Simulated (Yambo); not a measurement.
BSE-type run in Yambo on Y2CN2O2 (space group P-3m1, No. 164), at zero momentum.

Quantum ESPRESSO step (PBEsol, PseudoDojo standard norm-conserving files, scalar-relativistic):
```
&CONTROL
  calculation = 'nscf'
  pseudo_dir = './pseudo'
  outdir = './out'
/
&SYSTEM
  ibrav = 0
  nat = 7
  ntyp = 4
  ecutwfc = 84.0
  ecutrho = 336.0
  occupations = 'fixed'
  force_symmorphic = .true.
  nbnd = 63
/
&ELECTRONS
  conv_thr = 7.000000000000001e-09
  diago_full_acc = .true.
  diago_thr_init = 1e-08
/
ATOMIC_SPECIES
C 12.0110 C.upf
N 14.0070 N.upf
O 15.9990 O.upf
Y 88.9058 Y.upf
CELL_PARAMETERS angstrom
  3.698989866000   0.000000000000   0.000000000000
 -1.849494933000   3.203419193000   0.000000000000
  0.000000000000   0.000000000000   8.168860000000
ATOMIC_POSITIONS crystal
C   0.000000000000   0.000000000000   0.000000000000
N   0.000000000000   0.000000000000   0.150150000000
N   0.000000000000   0.000000000000   0.849850000000
O   0.333333333000   0.666666667000   0.396660000000
O   0.666666667000   0.333333333000   0.603340000000
Y   0.333333333000   0.666666667000   0.677520000000
Y   0.666666667000   0.333333333000   0.322480000000
K_POINTS automatic
6 6 2 0 0 0
```

Yambo input:
```
rim_cut
optics
bse
bss
dipoles
em1s
RandQpts= 1000000
RandGvec= 1 Ry
FFTGvecs= 40 Ry
Chimod= "HARTREE"
BSKmod= "SEX"
BSEmod= "resonant"
BSSmod= "hs"
BSENGexx= 15 Ry
BSENGBlk= 1 Ry
% KfnQP_E
 1.266 | 1.0 | 1.0 |
%
% BSEQptR
 1 | 1 |
%
% BSEBands
 14 | 35 |
%
% BEnRange
 0.0 | 11.7 | eV
%
% BDmRange
 0.15 | 0.15 | eV
%
BEnSteps= 234
% BLongDir
 1.0 | 0.0 | 0.0 |
%
BSHayTrs= -0.02
BSSNEig= 24
WRbsWF
% BndsRnXs
 1 | 58 |
%
NGsBlkXs= 1 Ry
% LongDrXs
 1.0 | 1.0 | 1.0 |
%
```

From the report:

The dimension is k points × valence × conduction bands = 72 × 11 × 11 = 8712.
```
   [SLEPC] Approach                          : Krylov-Schur
   [SLEPC] Number of requested eigenvalues   :  24
   [SLEPC] Number of eigenvalues        [NEV]:  24
    [K] Dimension                                    :   8712
    [K] Bands                                        :   14   35
    [K] Exchange res                                 : yes
    [K] Correlation res                              : yes
    [K] W interaction is bare                        : no
    [K] RL vectors exchange                          :   685
    [K] RL vectors correlation                       :  11
    [W] Matrix size                                  :  11
    [W] Bands                                        :    1   58
    [W] Coulomb Cutoff                               : none
    [W] Hxc Kernel                                   : HARTREE
```

Geometry of the Materials Project entry, not relaxed at this level.

The structure is a Materials Project entry; no match was found in the copy of COD used, and its stability was not checked.
